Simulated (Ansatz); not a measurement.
Crystals of one structure type (rock salt) and one family of elements, relaxed and computed with DFT-r²SCAN in the program Ansatz with PAW potentials.

```
crystal  K_Hill (GPa)  G_Hill (GPa)
-------  ------------  ------------
MgS              79.9          57.5
SrO              93.6             ?
BeS               111          84.3
CaO               117          82.1
MgO               167           135
```

Q: Fit a straight line to ln G against ln K and predict the withheld value.

A: Least squares on the 4 shown rows: ln G = 1.15 × ln K + (-1.004), with a scatter of 4 %. For SrO this gives 67.8. The run itself gave 59.9, outside the scatter: the line misses something about this case.

Typed or built starts, not in the databases checked: BeS, rock salt. All cells were relaxed under the symmetry of their starts (and spin orders); stability against distortions was not tested throughout. Scalar-relativistic: spin–orbit coupling is off unless named, which matters more the heavier the elements.

Potentials: the earlier of the program's two PAW sets.
